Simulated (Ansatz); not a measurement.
Task: Te (diamond, Fd-3m) is relaxed with DFT-r²SCAN in the program Ansatz with PAW potentials. What lattice parameters of the conventional cell result?

Result: a = 7.142 Å.

Task: Is it a metal or does it have a gap at this level?

Result: No gap at this level.

The start of the workflow was typed in or built on a structure type; neither database checked (COD, Materials Project) lists it. It is not the phase usual at ambient conditions (space group No. 152). The r²SCAN relaxation kept the symmetry of its start; its stability against distortions is not shown here. Spin–orbit coupling is left out wherever it is not named.

Potentials: the later of the program's two PAW sets.
